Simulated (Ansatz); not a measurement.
CaCo2Si2:
Space group I4/mmm (No. 139); a = b = 3.865 Å, c = 9.885 Å, α = β = γ = 90.00°

| atom | site | symmetry | x | y | z |
|---|---|---|---|---|---|
| Ca | 2a | 4/mmm | 0.0000 | 0.0000 | 0.0000 |
| Co | 4d | -4m2 | 0.0000 | 0.5000 | 0.2500 |
| Si | 4e | 4mm | 0.0000 | 0.0000 | 0.3663 |
(The calculation used a cell of 5 atoms; values per cell refer to that cell.)

Relaxed with r²SCAN.

Task: Which orbitals make up the states near the Fermi level in r²SCAN in the plane-wave PAW code Ansatz?

Result: Within 0.5 eV of the Fermi level: Co 3d 56 %, Si 3p 26 %, outside the projected shells 11 %. Projections are on Löwdin-orthogonalised atomic valence shells; empty p or d shells of many metals are not among them.

Task: Tabulate the density of states.

Result: States/eV per cell of 5 atoms, in 0.25 eV bins, energy from the Fermi level.

| E (eV) | total | Co 3d | Si 3p | Si 3s |
|---|---|---|---|---|
| -7.85 | 1.18 | 0.13 | 0.17 | 0.70 |
| -7.60 | 1.17 | 0.15 | 0.16 | 0.73 |
| -7.35 | 1.18 | 0.19 | 0.13 | 0.78 |
| -7.10 | 0.60 | 0.11 | 0.05 | 0.41 |
| -6.85 | 0.00 | 0.00 | 0.00 | 0.00 |
| -6.60 | 0.00 | 0.00 | 0.00 | 0.00 |
| -6.35 | 0.00 | 0.00 | 0.00 | 0.00 |
| -6.10 | 0.00 | 0.00 | 0.00 | 0.00 |
| -5.85 | 0.00 | 0.00 | 0.00 | 0.00 |
| -5.60 | 0.01 | 0.00 | 0.01 | 0.00 |
| -5.35 | 1.58 | 0.28 | 0.94 | 0.04 |
| -5.10 | 2.91 | 0.57 | 1.71 | 0.12 |
| -4.85 | 3.09 | 0.82 | 1.68 | 0.13 |
| -4.60 | 2.35 | 0.73 | 1.21 | 0.09 |
| -4.35 | 1.35 | 0.42 | 0.67 | 0.08 |
| -4.10 | 1.61 | 0.60 | 0.76 | 0.08 |
| -3.85 | 2.42 | 1.05 | 1.09 | 0.08 |
| -3.60 | 3.29 | 1.49 | 1.51 | 0.07 |
| -3.35 | 5.00 | 2.67 | 2.04 | 0.04 |
| -3.10 | 5.02 | 2.64 | 2.08 | 0.02 |
| -2.85 | 6.68 | 4.13 | 2.06 | 0.15 |
| -2.60 | 9.79 | 7.18 | 1.92 | 0.11 |
| -2.35 | 5.48 | 3.92 | 1.18 | 0.05 |
| -2.10 | 5.63 | 4.00 | 1.21 | 0.06 |
| -1.85 | 5.09 | 4.34 | 0.48 | 0.03 |
| -1.60 | 7.74 | 7.09 | 0.22 | 0.04 |
| -1.35 | 9.59 | 8.75 | 0.38 | 0.06 |
| -1.10 | 6.99 | 6.39 | 0.33 | 0.04 |
| -0.85 | 3.00 | 2.24 | 0.45 | 0.09 |
| -0.60 | 3.75 | 2.47 | 0.68 | 0.19 |
| -0.35 | 2.18 | 1.24 | 0.55 | 0.10 |
| -0.10 | 1.59 | 0.79 | 0.47 | 0.07 |
| 0.15 | 1.94 | 0.99 | 0.55 | 0.06 |
| 0.40 | 3.08 | 1.84 | 0.77 | 0.05 |
| 0.65 | 3.86 | 2.37 | 0.94 | 0.06 |
| 0.90 | 2.99 | 1.47 | 0.92 | 0.08 |
| 1.15 | 2.83 | 1.17 | 0.97 | 0.08 |
| 1.40 | 1.92 | 0.69 | 0.68 | 0.06 |
| 1.65 | 1.46 | 0.48 | 0.54 | 0.04 |
| 1.90 | 1.40 | 0.40 | 0.54 | 0.03 |
| 2.15 | 1.04 | 0.28 | 0.39 | 0.02 |
| 2.40 | 0.94 | 0.22 | 0.36 | 0.02 |
| 2.65 | 0.92 | 0.19 | 0.32 | 0.02 |
| 2.90 | 0.98 | 0.17 | 0.31 | 0.05 |
| 3.15 | 2.38 | 0.39 | 0.87 | 0.34 |
| 3.40 | 1.90 | 0.31 | 0.68 | 0.17 |
| 3.65 | 1.65 | 0.23 | 0.51 | 0.12 |
| 3.90 | 1.48 | 0.17 | 0.40 | 0.09 |
| 4.15 | 1.82 | 0.17 | 0.36 | 0.08 |
| 4.40 | 2.42 | 0.19 | 0.35 | 0.08 |
| 4.65 | 3.24 | 0.26 | 0.51 | 0.11 |
| 4.90 | 3.68 | 0.29 | 0.52 | 0.15 |

The workflow started from a Materials Project entry (that database holds measured and hypothetical structures alike); the Crystallography Open Database copy checked does not list it. Its standing as an ambient phase is unchecked. The cell was relaxed with r²SCAN under the symmetry of its start; its stability against distortions is not shown here. No spin polarisation was allowed.

Potentials: the later of the program's two PAW sets.
